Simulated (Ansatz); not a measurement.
**What DFT gives for BaMnGe**

```
Mn Ba Ge
1.0
     4.56090    0.00000    0.00000
     0.00000    4.56090    0.00000
     0.00000    0.00000    8.02719
Mn Ba Ge
2 2 2
Direct
  0.00000 0.00000 0.00000
  0.50000 0.50000 0.00000
  0.50000 0.00000 0.66800
  0.00000 0.50000 0.33200
  0.50000 0.00000 0.19050
  0.00000 0.50000 0.80950
```

Level: PBE, no spin polarisation; 420 eV; 8×8×4 Γ-centred mesh; fermi-dirac occupations (width 0.1 eV); Ansatz 0.2.0, fixed geometry.

Q: Is there a gap?

A: It is a metal, with about 13 states/eV a cell as the mean within 0.25 eV of the Fermi level, mostly Mn d (85 %).

Q: What do density and ELF say about some of the short contacts?

A: Mn–Ge at 2.75 Å: least valence density 0.26 e/Å³ and ELF 0.39 there. Mn–Mn at 3.23 Å: least valence density 0.15 e/Å³ and ELF 0.40 there. Ba–Ge at 3.42 Å: least valence density 0.12 e/Å³ and ELF 0.14 there. These are pseudo-fields; inside the PAW spheres they differ from the all-electron ones.

Q: Is the cell too large or too small?

A: The pressure is -8.8 GPa (compression positive), so with the atoms held at these fractions the cell would first shrink; the forces are large, so a full relaxation may end otherwise. The principal stresses -9.1, -9.1, -8.1 GPa differ, so its shape would change too.

Q: How is the charge shared?

A: Bader charges in e: Ba +1.03, Mn +0.09, Ge -1.13. In the mean Ba gives up most and Ge takes most.

Origin: a database entry at a rescaled volume. Caveats: no spin polarisation, so a magnetic state may lie lower; atoms or cell far from equilibrium.
